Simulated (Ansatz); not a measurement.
SrCd2As2:
```xyz
5
Lattice="4.4349 0.0000 0.0000 -2.2174 3.8407 0.0000 0.0000 0.0000 7.3330" Properties=species:S:1:pos:R:3 pbc="T T T"
Sr     0.0000     0.0000     0.0000
Cd     0.0000     2.5605     4.6354
Cd     2.2174     1.2802     2.6977
As     2.2174     1.2802     5.5079
As     0.0000     2.5605     1.8252
```

PBEsol in the plane-wave PAW code Ansatz gives a gap of 0.19 eV without spin–orbit coupling, maximum at Γ, minimum at Γ.

What happens when spin–orbit coupling is switched on?

The gap drops by 0.10 eV, to 0.09 eV; maximum at Γ, minimum at Γ.

Space group P-3m1. The first step of the workflow began from a Materials Project structure, measured or hypothetical; the Crystallography Open Database copy checked does not list it. Its standing as an ambient phase is unchecked. Symmetry was held in the PBEsol relaxation; whether a distortion lowers the energy is not shown.

Potentials: the later of the program's two PAW sets.
